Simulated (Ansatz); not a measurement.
Cs₂O:
```cif
data_Cs2O
_chemical_formula_sum 'Cs2 O1'
_space_group_name_H-M_alt 'P 1'
_space_group_IT_number 1
_cell_length_a 7.32198
_cell_length_b 7.32198
_cell_length_c 7.32198
_cell_angle_alpha 32.599
_cell_angle_beta 32.599
_cell_angle_gamma 32.599
loop_
_space_group_symop_operation_xyz
  'x, y, z'
loop_
_atom_site_label
_atom_site_type_symbol
_atom_site_fract_x
_atom_site_fract_y
_atom_site_fract_z
_atom_site_occupancy
Cs1 Cs 0.26076 0.26076 0.26076 1
Cs2 Cs 0.73924 0.73924 0.73924 1
O1 O 0.00000 0.00000 0.00000 1
```

Relaxed with PBEsol.

### Question
Tabulate the valence density and the electron localisation function along the shortest Cs–O contact (2.81 Å), PBEsol (plane waves, PAW; program Ansatz).

### Answer


| distance from Cs (Å) | density (e/Å³) | ELF |
|---|---|---|
| 0.28 | 0.34 | 0.03 |
| 0.42 | 0.72 | 0.27 |
| 0.56 | 1.03 | 0.62 |
| 0.70 | 1.12 | 0.81 |
| 0.84 | 0.99 | 0.86 |
| 0.98 | 0.73 | 0.83 |
| 1.12 | 0.47 | 0.69 |
| 1.27 | 0.30 | 0.38 |
| 1.41 | 0.21 | 0.15 |
| 1.55 | 0.20 | 0.12 |
| 1.69 | 0.24 | 0.24 |
| 1.83 | 0.36 | 0.50 |
| 1.97 | 0.62 | 0.72 |
| 2.11 | 1.15 | 0.81 |
| 2.25 | 2.25 | 0.82 |
| 2.39 | 4.04 | 0.76 |
| 2.53 | 5.92 | 0.59 |

The density is the valence pseudo-density with augmentation charge, so density and ELF within about 1 Å of a nucleus are not all-electron values.

Space group R-3m. Its axis ratio c/a = 5.06 departs by over 6 % from that of the usual cell of this phase: another minimum, or an error of the functional. The PBEsol relaxation kept the symmetry of its start; its stability against distortions is not shown here. Scalar-relativistic: spin–orbit coupling is off unless named, which matters more the heavier the elements.

Potentials: the later of the program's two PAW sets.
